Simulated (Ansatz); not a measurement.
## 11B NMR of the central transition in KB₃H₈

Cell: a COD entry, its atoms then relaxed with PBE in this cell.

```cif
data_KB3H8
_symmetry_space_group_name_H-M 'Cmcm'
_symmetry_Int_Tables_number 63
_cell_length_a 7.4256
_cell_length_b 8.0809
_cell_length_c 8.1959
_cell_angle_alpha 90.000
_cell_angle_beta 90.000
_cell_angle_gamma 90.000
loop_
_atom_site_label
_atom_site_type_symbol
_atom_site_symmetry_multiplicity
_atom_site_Wyckoff_symbol
_atom_site_fract_x
_atom_site_fract_y
_atom_site_fract_z
K K 4 c 0.5000 0.8346 0.7500
B3 B 8 f 0.5000 0.2195 0.6404
B7 B 4 c 0.5000 0.4088 0.7500
H9 H 16 h 0.3618 0.1589 0.5890
H17 H 8 f 0.5000 0.3626 0.5770
H21 H 8 g 0.8630 0.9901 0.7500
```

One atom of each set is listed; the run and its k-mesh use a cell of 24 atoms with edges of 5.49, 5.49, 8.20 Å.

The numbers come from a DFT calculation in Ansatz (PBE, plane waves and PAW, scalar-relativistic, 420 eV cutoff, Γ-centred 6×6×4 k-points, Fermi–Dirac smearing 0.05 eV).

11B has I = 3/2 and Q = 40.59 mb (Pyykkö 2018); at 28.2 T its Larmor frequency is ν₀ = 385.3 MHz. Only the quadrupole interaction is simulated: positions count from each site's isotropic chemical shift, and J coupling is left out, as are shift anisotropy and dipolar coupling, which fast spinning averages.

Problem. Give C_Q, η, the quadrupolar product P_Q = |C_Q|(1 + η²/3)^½, the second-order isotropic shift and the breadth of the pattern (fast magic-angle spinning) for each B site.

Solution. 

```
site                                                      first shell  C_Q (MHz)     η  P_Q (MHz)  δ_QIS (ppm)  breadth (kHz)
  B3  3 H at 1.21–1.27 Å, 2 B at 1.77–1.80 Å; also 2 K at 3.23–3.24 Å      0.974  0.76       1.06       -0.191          0.168
  B7                                4 H at 1.21–1.47 Å, 2 B at 1.77 Å       2.13  0.56       2.23       -0.839          0.750
```

δ_QIS = −(ν_Q²/30ν₀²)[I(I+1) − 3/4](1 + η²/3) × 10⁶ ppm with ν_Q = 3|C_Q|/[2I(2I−1)]; it falls as 1/B₀² in ppm, and the breadth as 1/B₀ in kHz.

The relaxation (2 steps) took 45 s of wall time (40 s of CPU time) and 0.68 GiB at its peak, on 1 thread of Arm Neoverse V2 (aarch64; 8 cores open to the job, memory cap 2.5 GiB, no GPU), a shared host with a load of 0.3 a core.
